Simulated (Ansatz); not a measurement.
A generator proposed this cell of InO4.

The sheet is periodic along a and b; c holds vacuum.

```
CELL_PARAMETERS angstrom
4.22885 0.00000 0.00000
0.00000 4.22885 0.00000
0.00000 0.00000 19.00000
ATOMIC_POSITIONS crystal
In 0.00000 0.00000 0.49915
O 0.00000 0.50000 0.50250
O 0.50000 0.00000 0.50250
O 0.00000 0.00000 0.62463
O 0.00000 0.00000 0.37537
```

Theory: DFT PBE, scalar-relativistic, plane waves, PAW (Ansatz 0.2.0). Cutoff 420 eV; k points 4×4×1 on the computed 5-atom cell (Γ-centred); Gaussian smearing, width 0.10 eV; collinear spin from starting moments 0.0 1.0 1.0 1.0 1.0 μB.

The zero of energy is the elements' standard structures at the same level (O₂ as a molecule); no fitted shifts are applied.

Task: What does a single point on this coarse mesh give?

Result: The largest force is 0.56 eV/Å, and the energy is +0.78 eV/atom against the elements. The shortest distance is 2.12 Å.

Task: How much does it gain on relaxing, and where does it end?

Result: Relaxing gains under 0.1 eV/atom (the start's value is from the coarse mesh, so the gain is rough) in 11 ionic steps and ends at +0.76 eV/atom on the finer mesh. The symmetry goes from p4mm (No. 55) to p4/mmm (No. 61). The area per atom grows by 1.0 %, from 3.6 to 3.6 Å². The shortest distance stays 2.12 Å (In–O). In-plane cell: a = 4.250 Å, b = 4.250 Å, γ = 90.0°, thickness 4.39 Å between the outermost nuclei. In at height 2.20 Å has 6 O at 2.12–2.20 Å; O at height 2.19 Å has 2 In at 2.12 Å; O at height 4.39 Å has 1 In at 2.20 Å.

The last run used collinear spin, a 10×10×1 mesh for its 5-atom cell and Gaussian smearing of 0.10 eV. The magnetic state reached may not be the lowest. The relaxation can't lower the symmetry of the start. Symmetry constrained the relaxation, so the result can be a saddle point.
